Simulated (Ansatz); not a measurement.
# Phonons of YSb (CsCl-type structure)

The computed numbers are results of PBEsol, scalar-relativistic (no spin polarisation) in the plane-wave PAW code Ansatz at 420 eV, Gaussian smearing of 0.15 eV. The datasets are Ansatz's generated set soft_2.

```
Y Sb
1.0
     3.74714    0.00000    0.00000
     0.00000    3.74714    0.00000
     0.00000    0.00000    3.74714
Y Sb
1 1
Direct
  0.00000 0.00000 0.00000
  0.50000 0.50000 0.50000
```

The start was a prototype's sites filled with these elements. The Crystallography Open Database lists the compound in space group Fm-3m (rock salt), so this is a trial structure.

Force constants come from finite displacements in a 2×2×2 supercell (the unit cell's 10×10×10 k-mesh, folded to it); the long-range dipole term is not included. Points in reciprocal vectors of this cell: Γ = (0.000, 0.000, 0.000), X = (0.000, 0.500, 0.000), M = (0.500, 0.500, 0.000), R = (0.500, 0.500, 0.500).

Frequencies at the named points (cm⁻¹, imaginary ones negative):
```tsv
point	ω (cm⁻¹)
Γ	0 0 0 108 108 108
X	-73 -73 66 66 116 121
M	-72 -45 56 56 152 152
R	95 95 95 119 119 119
```

(1) Is the structure dynamically stable along this path, and where does the spectrum end?

Answer:

(1) No: a branch is imaginary, down to 73i cm⁻¹ at X. The highest frequency is 152 cm⁻¹, at M. Points that don't fit the supercell are interpolated.

The crystal is a metal or nearly so; low and unstable modes depend on mesh and smearing.

It ran for 46 s on 4 threads of Arm Neoverse V2, with other jobs on the host, peak memory 1.8 GiB.

No spin–orbit coupling, a notable omission for heavy elements.
